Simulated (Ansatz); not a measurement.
Relaxed-ion elastic tensor of Mg (diamond, Fd-3m) in GPa (Voigt order), the program Ansatz at the r²SCAN level (PAW); density 1.01 g/cm³, 40.10 Å³ per atom.

```
  4.6   15.5   15.5    0.0    0.0    0.0
 15.5    4.6   15.5    0.0    0.0    0.0
 15.5   15.5    4.6    0.0    0.0    0.0
  0.0    0.0    0.0  -12.2    0.0    0.0
  0.0    0.0    0.0    0.0  -12.2    0.0
  0.0    0.0    0.0    0.0    0.0  -12.2
```

Question: Is the crystal mechanically stable?

Answer: No: the smallest eigenvalue of C is -12.2 GPa.

The start of the workflow was typed in or built on a structure type; neither database checked (COD, Materials Project) lists it. It is not the phase usual at ambient conditions (space group No. 194). The r²SCAN relaxation kept the symmetry of its start. At this level the phase is mechanically unstable. As this level gives no gap, shear constants depend on the k-mesh and smearing (Fermi–Dirac, 0.1 eV here).

Potentials: the earlier of the program's two PAW sets.
